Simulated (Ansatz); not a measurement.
Method: PBE, scalar-relativistic; no spin polarisation; PAW, 420 eV, 8×8×6 k-mesh, Gaussian smearing of 0.05 eV; code Ansatz. The datasets are Ansatz's generated set soft_2.

A compound XTe has these computed properties.

| Quantity | Value |
| --- | --- |
| Space group | P6_3/mmc (No. 194) |
| Conventional cell | a = 4.195 Å, b = 4.195 Å, c = 8.712 Å, α = 90.00°, β = 90.00°, γ = 120.00° |
| Volume | 33.19 Å³/atom |
| Band gap | zero (metallic) |
| Density of states at the Fermi level | 0.62 states/(eV·atom) |
| Bader charges | X 0.45; Te -0.45 e |
| Formation energy from the elements (0 K, uncorrected) | -0.05 eV/atom |
| Bulk modulus (Birch–Murnaghan) | 44 GPa |

Sites: X on 2c, Te on 2a.

Question: Which element is X?
A. Pb
B. Tl
C. At
D. Bi

Answer: D. X is Bi, so the compound is BiTe.

This is a trial structure; measured cells of the compound in the Crystallography Open Database are in space groups P-3m1, Fm-3m (rock salt).

For elements this heavy, spin–orbit coupling would shift levels and gaps; it isn't included here.
